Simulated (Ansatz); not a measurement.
Relaxed-ion elastic tensor of HfN (NiAs type, P6_3/mmc) in GPa (Voigt order), DFT-PBEsol in the program Ansatz with PAW potentials; density 14.00 g/cm³, 11.42 Å³ per atom.

```
     1    2    3    4    5    6
-  ---  ---  ---  ---  ---  ---
1  546  152  136  0.0  0.0  0.0
2  152  546  136  0.0  0.0  0.0
3  136  136  570  0.0  0.0  0.0
4  0.0  0.0  0.0  135  0.0  0.0
5  0.0  0.0  0.0  0.0  135  0.0
6  0.0  0.0  0.0  0.0  0.0  197
```

Task: Is the crystal mechanically stable?

Result: Yes: the smallest eigenvalue of C is 135 GPa.

Task: Work out the Voigt, Reuss and Hill averages.

Result: K_V = 279, K_R = 279, K_H = 279; G_V = 176, G_R = 169, G_H = 173 GPa.

Task: Give Young's modulus, Poisson's ratio, Pugh's ratio and the universal anisotropy index.

Result: E = 9KG/(3K + G) = 429 GPa; ν = 0.24; K/G = 1.62 (brittle by the Pugh limit of 1.75); A_U = 5G_V/G_R + K_V/K_R − 6 = 0.21.

Task: Estimate the sound speeds and the Debye temperature.

Result: v_l = √((K + 4G/3)/ρ) = 6030 m/s, v_t = √(G/ρ) = 3510 m/s, mean 3900 m/s; Θ = (h/k)(3n/4πV)^(1/3) v_m = 515 K.

Task: How much does each axis shrink under pressure?

Result: Linear compressibilities β_i = Σ_j S_ij (j = 1 to 3): x 1.2, y 1.2, z 1.2 per TPa.

The first step of the workflow began from a Materials Project structure, measured or hypothetical; the Crystallography Open Database copy checked does not list it. It is not the phase usual at ambient conditions (space group No. 225). The cell was relaxed with PBEsol under the symmetry of its start; whether a distortion lowers the energy is not shown. No spin polarisation was allowed. As this level gives no gap, shear constants depend on the k-mesh and smearing (Fermi–Dirac, 0.1 eV here). Spin–orbit coupling is left out wherever it is not named.

Potentials: the later of the program's two PAW sets.
